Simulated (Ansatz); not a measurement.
TiZn₂O₄:
```yaml
crystal:
  lattice:
    - [-2.93355, 2.96936, 4.30914]
    - [2.93355, -2.96936, 4.30914]
    - [2.93355, 2.96936, -4.30914]
  atoms:
    - { symbol: Ti, position: [0.50000, 0.50000, 0.00000] }
    - { symbol: Ti, position: [0.00000, 0.50000, 0.50000] }
    - { symbol: Zn, position: [0.88899, 0.13899, 0.75000] }
    - { symbol: Zn, position: [0.11101, 0.86101, 0.25000] }
    - { symbol: Zn, position: [0.50000, 0.50000, 0.50000] }
    - { symbol: Zn, position: [0.50000, 0.00000, 0.00000] }
    - { symbol: O, position: [0.28770, 0.27455, 0.01315] }
    - { symbol: O, position: [0.71230, 0.72545, 0.98685] }
    - { symbol: O, position: [0.76141, 0.27455, 0.48685] }
    - { symbol: O, position: [0.23859, 0.72545, 0.51315] }
    - { symbol: O, position: [0.75379, 0.27916, 0.02537] }
    - { symbol: O, position: [0.24621, 0.72084, 0.97463] }
    - { symbol: O, position: [0.75379, 0.72842, 0.47463] }
    - { symbol: O, position: [0.24621, 0.27158, 0.52537] }
```

This is the PBEsol-relaxed structure. Tensor components refer to the Cartesian frame of this cell.

Problem. All from DFT-PBEsol in the program Ansatz with PAW potentials, unless another level is named. Estimate the Born charges (a third of the trace).

Solution. Ti +5.40, Zn +2.24 to +2.47, O -2.67 to -2.38 e.

Problem. Predict the electronic dielectric constant ε∞ (DFPT).

Solution. 5.00 (xx), 5.91 (yy), 5.82 (zz).

Space group Imma. The workflow started from a Materials Project entry (that database holds measured and hypothetical structures alike); the Crystallography Open Database copy checked does not list it. COD files the formula under space group No. 95. Its standing as an ambient phase is unchecked. The PBEsol relaxation kept the symmetry of its start; phonons show weakly imaginary modes. The run is not spin-polarised.

Potentials: the later of the program's two PAW sets.
